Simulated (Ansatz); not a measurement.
Cu2O (anti-CdI2 type, space group No. 164) under volume change, r²SCAN in the plane-wave PAW code Ansatz, shape and atoms relaxed at each volume.

| V (Å³/atom) | E − E(relaxed) (meV/atom) | P (GPa) |
|---|---|---|
| 9.265 | 48.9 | 18.76 |
| 9.570 | 20.4 | 11.39 |
| 9.876 | 4.8 | 5.18 |
| 10.181 | 0.0 | 0.00 |
| 10.487 | 4.3 | -4.36 |
| 10.792 | 16.1 | -7.99 |
| 11.098 | 34.3 | -11.04 |

**Question.** What does a third-order Birch–Murnaghan fit give for V₀, B₀ and B′?

**Answer.** V₀ = 10.18 Å³/atom, B₀ = 158 GPa, B′ = 4.9.

Space group P-3m1 (anti-CdI2 type). A made-up cell: these elements were put on the sites of a structure type; neither database checked (COD, Materials Project) lists it. It is not the phase usual at ambient conditions (space group No. 224). Symmetry was held in the r²SCAN relaxation; its stability against distortions is not shown here. No spin polarisation was allowed. No Hubbard U is applied.

Potentials: the earlier of the program's two PAW sets.
